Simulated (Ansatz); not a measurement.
# Which element?

Cell vectors (Å):

```
-2.0851  2.0851  2.0851
 2.0851 -2.0851  2.0851
 2.0851  2.0851 -2.0851
```

```csv
atom,a,b,c
X,0.0000,0.0000,0.0000
```

Theory: PBEsol, PAW on Ansatz 0.2.0's default frozen-core files (fitted under PBE), scalar-relativistic. k mesh 16×16×16, strains of ±0.008, Fermi-Dirac smearing of 0.080 eV.

Elastic constants of a crystal by Kohn-Sham DFT: slopes of the stress over finite engineering strains of the given cell, Voigt indices, Cartesian axes as in the cell vectors.

```tsv
index	elastic (GPa)
11	9
12	7.4
44	6.7
```

Task: All X atoms are one element. Which one was computed?

Result: Na; the crystal is Na (Im-3m).

Known limits: frozen-core PAW files fitted under PBE, their cores solved anew for the functional of the run; responses of metals move with mesh and smearing.
